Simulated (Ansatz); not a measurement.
**Structure relaxation, SnICl**

The start is a relaxed SnICl cell shaken by Gaussian noise of σ = 0.08 Å a coordinate. The structure is fully relaxed (lattice and positions, P = 0) with r2SCAN (plane waves to 500 eV, PAW, scalar-relativistic; Ansatz, a program for electronic structure). The first steps use a coarse 2×4×2 k-mesh.

Starting cell:
```
CELL_PARAMETERS angstrom
      8.83361     0.00000     0.00000
      0.00000     4.39934     0.00000
      0.00000     0.00000    10.48500
ATOMIC_POSITIONS crystal
  Sn 0.12473 0.73286 0.35752
  Sn 0.86927 0.27030 0.65395
  Sn 0.37870 0.25009 0.84548
  Sn 0.61153 0.74223 0.17242
  I  0.49888 0.74274 0.67780
  I  0.51517 0.22390 0.33194
  I  0.00137 0.25840 0.16781
  I  0.98350 0.75259 0.81261
  Cl 0.14091 0.24305 0.55543
  Cl 0.85416 0.75190 0.46056
  Cl 0.36570 0.77578 0.06613
  Cl 0.65551 0.25174 0.94466
```

Q: How much energy is released per atom?

A: 39 meV/atom.

Q: Is the parent structure recovered?

A: It returns to the parent structure, Pnma (No. 62).

Q: How do the shortest distances between atoms change?

A: The closest pairs of elements (up to four, under 3.6 Å), start → end: Cl–Sn 2.45 → 2.58 Å; I–Sn 2.83 → 3.07 Å; Cl–Cl 3.47 → 3.51 Å.

Q: Is the relaxed structure metallic? Give its gap.

A: 2.82 eV (no spin-orbit coupling).

Final structure:

Space group Pnma (No. 62); a = 8.836 Å, b = 4.400 Å, c = 10.491 Å, α = β = γ = 90.00°

```tsv
atom	site	symmetry	x	y	z
Sn	4c	.m.	0.1250	0.7500	0.3494
I	4c	.m.	0.0022	0.2500	0.1739
Cl	4c	.m.	0.1422	0.2500	0.5505
```

Final values are on a 6×3×3 k-mesh of the relaxed cell. No spin polarisation in the result. Spin-orbit coupling is missing; with elements this heavy it can move band edges by tenths of an eV or more.

The cell that was disturbed is our relaxation of an entry of Materials Project.
